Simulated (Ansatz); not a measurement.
Below is a relaxed structure of BeGe3F4. The cell was found from a structure generator's guess, not taken from experiment.

These are results of DFT PBE, scalar-relativistic, plane waves, PAW (Ansatz), not measurements. Cutoff 420 eV, Γ-centred mesh, Gaussian smearing, no spin polarisation.

```yaml
crystal:
  lattice:
    - [2.90384, 0.00000, 0.00000]
    - [-1.45192, 2.51480, 0.00000]
    - [0.00000, 0.00000, 17.03283]
  atoms:
    - { symbol: Be, position: [0.00000, 0.00000, 0.14135] }
    - { symbol: Ge, position: [0.33333, 0.66667, 0.37952] }
    - { symbol: Ge, position: [0.66667, 0.33333, 0.63625] }
    - { symbol: Ge, position: [0.33333, 0.66667, 0.89493] }
    - { symbol: F, position: [0.00000, 0.00000, 0.05907] }
    - { symbol: F, position: [0.33333, 0.66667, 0.17473] }
    - { symbol: F, position: [0.66667, 0.33333, 0.52910] }
    - { symbol: F, position: [0.33333, 0.66667, 0.78844] }
```

Formation energies are uncorrected and refer to the elements' standard structures at the same level (F₂ as a molecule).

Task: Find its symmetry and describe it.

Result: P3m1 (No. 156). Conventional cell: a = 2.904 Å, c = 17.033 Å. Be has 1 F at 1.40 Å and 3 F at 1.77 Å; Ge on its first site is surrounded by 6 Ge at 2.90 Å, 3 F at 3.05 Å and 1 F at 3.49 Å; Ge on its second site has 1 F at 1.83 Å; around F on its first site lies 1 Be at 1.40 Å; 4 more sites not described.

Task: How far does it lie from the elements in energy?

Result: −1.55 eV/atom. A negative formation energy is needed for stability but isn't enough: competing phases decide.

Task: Is it a metal?

Result: Yes, bands cross the Fermi level on the 12×12×4 mesh.

Task: From what recipe could a structure generator have reached it?

Result: One such recipe: close-packed anion layers stacked ABCB, next cell at A, with sites between them filled layer by layer (P3m1, No. 156). Other recipes can lead to the same cell.

The last run used a 12×12×4 mesh (in the run's order of axes) for its 8-atom cell and Gaussian smearing of 0.10 eV. No dispersion correction is applied, so the spacing and binding between layers, chains or molecules are poorly described. Symmetry constrained the relaxation, so the result can be a saddle point.
